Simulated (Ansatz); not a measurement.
Relaxed Cd (hcp, Mg type):

```
CELL_PARAMETERS angstrom
      6.03211     0.00000     0.00000
     -1.50803     2.61198     0.00000
      0.00000     0.00000     5.81912
ATOMIC_POSITIONS crystal
  Cd 0.16667 0.66667 0.75000
  Cd 0.66667 0.66667 0.75000
  Cd 0.33333 0.33333 0.25000
  Cd 0.83333 0.33333 0.25000
```

The atoms are displaced by Q × the pattern below (from a DFPT mode at M = (0.5, 0.0, 0.0), largest move 1; Q in Å), at fixed cell. (q is in reciprocal vectors of the primitive cell; the cell shown is doubled to hold the pattern.)

| atom | x | y | z |
|---|---|---|---|
| Cd1 | 0.500 | -0.866 | 0.000 |
| Cd2 | -0.500 | 0.866 | 0.000 |
| Cd3 | -0.500 | 0.866 | 0.000 |
| Cd4 | 0.500 | -0.866 | 0.000 |

The numbers are results of PBE (plane waves to 420 eV, PAW, scalar-relativistic; Ansatz, a first-principles code), not measurements. k mesh 9×18×8 (Γ-centred), Fermi-Dirac smearing 0.05 eV. The energy includes the smearing's −TS. With partly filled bands, energies and forces of such displacements shift with the k mesh and the smearing. Cd was relaxed with its symmetry unable to fall. The relaxed volume of Cd is well above the measured one; the method has no dispersion term. The zero of ΔE is the undisplaced structure. The last digit holds for this mesh only.

| Q (Å) | ΔE (meV/cell) |
|---|---|
| -0.180 | 123.1 |
| -0.150 | 86.6 |
| -0.120 | withheld |
| -0.090 | 31.8 |
| -0.060 | 14.2 |
| -0.030 | 3.6 |
| 0.000 | 0.0 |
| 0.030 | 3.6 |
| 0.060 | 14.2 |
| 0.090 | 31.8 |
| 0.120 | withheld |
| 0.150 | 86.6 |
| 0.180 | 123.1 |

### Question
Fit an even polynomial form (powers 2, 4) to the given rows and predict ΔE at Q = -0.120.

### Answer
Least squares on the 11 given rows: ΔE = (3965)·Q² + (-5113)·Q⁴, in meV/cell with Q in Å; root-mean-square residual 0.02 meV/cell. At -0.120 the fit gives 56.0 meV/cell; the calculation gives 56.1 meV/cell, so the interpolation is off by -0.1 (-0.2 %). The quadratic term alone would give 57.1 meV/cell.

(For displaced atoms, the force is minus the slope of the energy, and its curvature is a force constant, which sets phonon frequencies.)
